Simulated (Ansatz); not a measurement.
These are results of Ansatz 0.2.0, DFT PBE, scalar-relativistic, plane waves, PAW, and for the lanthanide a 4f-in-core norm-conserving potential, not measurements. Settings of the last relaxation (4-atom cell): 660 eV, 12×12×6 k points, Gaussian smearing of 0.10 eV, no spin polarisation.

Energies over the elements count from the elements' standard structures at the same level, with no fitted energy shifts.

Q: Propose a candidate for a trigonal metal with formula NdScSb2, with a formation energy near −1.00 eV/atom and a density near 6.03 g/cm³, in a cell of 4 atoms.

A: NdScSb2, space group P-3m1 (No. 164). Nd is surrounded by 6 Sb at 3.21 Å and 2 Sc at 3.69 Å; Sc has 6 Sb at 3.00 Å and 2 Nd at 3.69 Å; around Sb lie 3 Sc at 3.00 Å and 3 Nd at 3.21 Å.

```xyz
4
Lattice="4.3149 0.0000 0.0000 -2.1575 3.7368 0.0000 0.0000 0.0000 7.3887" Properties=species:S:1:pos:R:3 pbc="T T T"
Nd    0.0000    0.0000    0.0000
Sc    0.0000    0.0000    3.6943
Sb    0.0000    2.4912    2.0212
Sb    2.1575    1.2456    5.3674
```

* Volume per atom: 29.78 Å³
* Density: 6.03 g/cm³
* Energy over the elements: −1.00 eV/atom
* Gap on the 12×12×6 mesh of the 4-atom cell: 0 eV (a metal)

The cell was found from a structure generator's guess, not taken from experiment. The answer needn't be unique; the calculation gave this one.

Spin–orbit coupling, which can matter for Sb, is left out. Trial moments died out on the coarse mesh, so the last step has no spin; another magnetic start might hold. Symmetry constrained the relaxation, so the result can be a saddle point.

The lanthanide is trivalent by construction, without f bands, f moments or other valences. The reference runs of the other elements, and any phases without the lanthanide, used 420 eV, which shifts energies against them by under 10 meV/atom. The lanthanide's reference is the lowest of its hcp, dhcp and fcc cells.
